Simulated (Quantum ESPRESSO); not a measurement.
## Band energies of CaPbF6

```
CELL_PARAMETERS angstrom
      0.00000     4.31698     4.31698
      4.31698     0.00000     4.31698
      4.31698     4.31698     0.00000
ATOMIC_POSITIONS crystal
  F  0.76012 0.76012 0.23988
  F  0.23988 0.23988 0.76012
  F  0.23988 0.76012 0.76012
  F  0.76012 0.23988 0.23988
  F  0.76012 0.23988 0.76012
  F  0.23988 0.76012 0.23988
  Ca 0.50000 0.50000 0.50000
  Pb 0.00000 0.00000 0.00000
```

norm-conserving PBEsol (Quantum ESPRESSO, 84 Ry, without SOC); path ΓXWKΓLUWLK,UX; energies in eV from the valence-band maximum.

```
k (1/Å)  point  band 29  band 30  band 31  band 32  band 33  band 34  band 35  band 36
-------  -----  -------  -------  -------  -------  -------  -------  -------  -------
0.00         Γ    -0.44    -0.44     0.00     0.00     0.00     3.67     8.97     9.73
0.24              -0.46    -0.46    -0.08    -0.08     0.00     3.86     8.95     9.70
0.49              -0.48    -0.48    -0.29    -0.29     0.00     3.99     9.11     9.63
0.73         X    -0.49    -0.49    -0.49    -0.49     0.00     3.93     9.51     9.60
0.73         W    -0.52    -0.51    -0.49    -0.16    -0.16     4.09     9.66     9.66
0.98         K    -0.53    -0.42    -0.40    -0.30    -0.08     4.08     9.62     9.66
1.18              -0.51    -0.36    -0.26    -0.17    -0.16     4.19     9.15     9.67
1.37              -0.48    -0.38    -0.14    -0.12    -0.07     4.08     8.96     9.66
1.56              -0.45    -0.43    -0.05    -0.03    -0.02     3.81     8.96     9.70
1.76         Γ    -0.44    -0.44     0.00     0.00     0.00     3.67     8.97     9.73
1.91              -0.46    -0.43    -0.02    -0.02    -0.02     3.77     8.97     9.71
2.07              -0.45    -0.39    -0.09    -0.09    -0.06     4.00     8.95     9.65
2.23              -0.42    -0.34    -0.15    -0.15    -0.11     4.23     8.92     9.61
2.39         L    -0.43    -0.31    -0.18    -0.18    -0.15     4.33     8.91     9.60
2.61              -0.45    -0.35    -0.27    -0.20    -0.14     4.23     9.14     9.63
2.83         U    -0.53    -0.42    -0.40    -0.30    -0.08     4.08     9.62     9.66
2.83         W    -0.52    -0.51    -0.49    -0.16    -0.16     4.09     9.66     9.66
2.96              -0.50    -0.43    -0.42    -0.16    -0.16     4.13     9.51     9.67
3.09              -0.46    -0.37    -0.31    -0.17    -0.16     4.21     9.21     9.64
3.22              -0.44    -0.32    -0.21    -0.17    -0.15     4.30     8.99     9.61
3.35         L    -0.43    -0.31    -0.18    -0.18    -0.15     4.33     8.91     9.60
3.46              -0.44    -0.32    -0.20    -0.18    -0.15     4.30     8.97     9.61
3.57              -0.45    -0.35    -0.27    -0.20    -0.14     4.23     9.14     9.63
3.68              -0.49    -0.39    -0.34    -0.25    -0.11     4.15     9.39     9.65
3.79         K    -0.53    -0.42    -0.40    -0.30    -0.08     4.08     9.62     9.66
3.79         U    -0.53    -0.42    -0.40    -0.30    -0.08     4.08     9.62     9.66
4.05         X    -0.49    -0.49    -0.49    -0.49     0.00     3.93     9.51     9.60
```

The PBEsol gap is direct, 3.67 eV at Γ. Another valence extremum on the path lies within 0.02 eV, too close to call.

Spin-orbit coupling is left out; with 6p states at a band edge it can lower the gap by many tenths of an eV, most of a small gap.

Geometry of the Materials Project entry, not relaxed at this level.
